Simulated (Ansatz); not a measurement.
**RbSi6 (Im-3m)**

These are results of Ansatz 0.2.0, DFT PBE, scalar-relativistic, plane waves, PAW, not measurements.

Plane waves to 420 eV, a k mesh through Γ of 8×8×8 on the computed 7-atom cell and Gaussian smearing (0.10 eV); no spin polarisation.

The structure is relaxed at this level of theory with its symmetry kept, and needn't be the ground state of this composition.

```
CELL_PARAMETERS angstrom
-3.40185 3.40185 3.40185
3.40185 -3.40185 3.40185
3.40185 3.40185 -3.40185
ATOMIC_POSITIONS crystal
Rb 0.00000 0.00000 0.00000
Si 0.75000 0.25000 0.50000
Si 0.25000 0.75000 0.50000
Si 0.50000 0.25000 0.75000
Si 0.75000 0.50000 0.25000
Si 0.50000 0.75000 0.25000
Si 0.25000 0.50000 0.75000
```

| Item | Value |
| --- | --- |
| Space group | Im-3m (No. 229) |
| Volume per atom | 151.8 bohr³ |
| Formation energy from the elements' standard states (uncorrected) | +0.023 eV/atom |
| Kohn–Sham band gap | none (metal) |
| Density of states at the Fermi level | 2.5 states/eV per cell |
| Orbital (Löwdin) character within 0.5 eV of the Fermi level | Si 3p 61 %, Si 3s 25 %, unprojected 11 % |
| Bulk modulus | 66 GPa |
| Its pressure derivative | 4.4 |
| Bader charge by site (e) | Rb (1 in the cell) 0.76, Si (6 in the cell) -0.13 |

The cell was found from a structure generator's guess, not taken from experiment. Löwdin shares on free-atom orbitals overweight diffuse shells.
